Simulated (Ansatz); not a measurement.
V$_{5}$Si$_{3}$:
```
V5Si3
1.0
   -4.67465     4.67465     2.34888
    4.67465    -4.67465     2.34888
    4.67465     4.67465    -2.34888
V Si
10 6
Direct
  0.77536   0.07458   0.84994
  0.22464   0.92542   0.15006
  0.07458   0.22464   0.29922
  0.92542   0.77536   0.70078
  0.72464   0.57458   0.29922
  0.27536   0.42542   0.70078
  0.42542   0.72464   0.15006
  0.57458   0.27536   0.84994
  0.25000   0.75000   0.50000
  0.75000   0.25000   0.50000
  0.16586   0.66586   0.83173
  0.83414   0.33414   0.16827
  0.66586   0.83414   0.50000
  0.33414   0.16586   0.50000
  0.75000   0.75000   0.00000
  0.25000   0.25000   0.00000
```

Relaxed with r²SCAN.

Problem. Map the valence electron density (e/Å³), cut off at 2 on the plane through (0.775, 0.075, 0.850) spanned by u = [1, 0, 1] and v = [0, 1, 1] in lattice vectors, from plane-wave PAW r²SCAN (Ansatz code).

Solution. x is the fraction of u, y of v (the angle between them is 90°; rows are the nearest grid lines); atoms in the plane: V at (0.00, 0.00), V at (0.45, 0.85), V at (0.30, 0.15), V at (0.15, 0.70), V at (0.95, 0.50), V at (0.50, 0.35), V at (0.65, 0.65), V at (0.80, 0.20), Si at (0.39, 0.59), Si at (0.06, 0.26).
```
|9999211111111100011112221111111000129999|
|9994111122211111112211111111211111113999|
|9731111122211111489711111112221111111379|
|1100011111111128999971100111111111111111|
|1100011111111117999972110001111122111111|
|1111389841100011379721111111111210000111|
|1113999994100011122211112221111210000111|
|1129999999211111111111499999311111111221|
|1114999993111111112212999999921111111111|
|1111122111112100001111399999310001112221|
|4211111111112100001111137984110001137974|
|9721100111111221111110001111111112899999|
|9711011111111111111110001111111112899999|
|3111111122211111113784111112221111147973|
|1111111112111111139999411112221111111221|
|1122211111110001299999921111111110001111|
|1100122111100111149999310001112221111111|
|1000012111122211111221110001499999311111|
|1100111111379742111111111111899999721121|
|2211111127999997211121111112799999721112|
|1111110118999997211200011111137974211111|
|9731100011489731111100001211111111112479|
|9993100011122111111110012211110011114999|
|9999211111111100011112221111111000129999|
```
Scale: ten equal steps from 0.053 (start of '0') to 2.00 (end of '9'), in the order '0123456789'; x runs from 0.000 to 1.00, y from 0.000 (bottom) to 1.00 (top).

The density is the valence pseudo-density with augmentation charge, so density and ELF within about 1 Å of a nucleus are not all-electron values.

Space group I4/mcm. The workflow started from a Materials Project entry (that database holds measured and hypothetical structures alike); the Crystallography Open Database files this formula in space group No. 140, but the cells were not matched. Its standing as an ambient phase is unchecked. The r²SCAN relaxation kept the symmetry of its start; whether a distortion lowers the energy is not shown. The run is not spin-polarised.

Potentials: the later of the program's two PAW sets.
